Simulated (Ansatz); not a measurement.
## Does relaxation matter for the field gradients of SiO₂?

Start: an entry of the Crystallography Open Database (COD), taken as it stands.

Space group P4_12_12 (No. 92); a = 4.9709, c = 6.9278 Å.

```csv
site,Wyckoff,site symmetry,x,y,z
Si,4a,..2,0.3005,0.3005,0.0000
O,8b,1,0.2392,0.1037,0.1786
```

One atom of each set is listed.

Computed with Ansatz: DFT, PBE, plane waves and PAW (field gradients read without the response of the frozen cores, which leaves them typically 4 to 6 % off), scalar-relativistic, 420 eV cutoff, Γ-centred 5×5×4 k-points, Fermi–Dirac smearing 0.02 eV.

The largest force at the start is 0.50 eV/Å. Relaxing the ions at fixed cell moves them by 0.081 Å at most (atom 7, O) and 0.069 Å rms.

```json
{"site": "Si", "moved (Å)": "0.035", "first shell before": "4 O at 1.60–1.61 Å", "first shell after": "4 O at 1.62–1.63 Å", "V_zz before (10²¹ V/m²)": "-0.50", "η before": "0.97"}
{"site": "O", "moved (Å)": "0.081", "first shell before": "2 Si at 1.60–1.61 Å, angle 147°", "first shell after": "2 Si at 1.62–1.63 Å, angle 143°", "V_zz before (10²¹ V/m²)": "9.38", "η before": "0.14"}
```

Q: How do the gradients change?

A: 

| site | V_zz after | η after | change of V_zz |
| --- | --- | --- | --- |
| Si | -0.36 | 0.88 | +0.14 |
| O | 9.74 | 0.19 | +0.36 |

The largest change of V_zz is on O, from 9.38 to 9.74. In per cent, |V_zz| changes by +4 on O (all sites that start above 0.5).
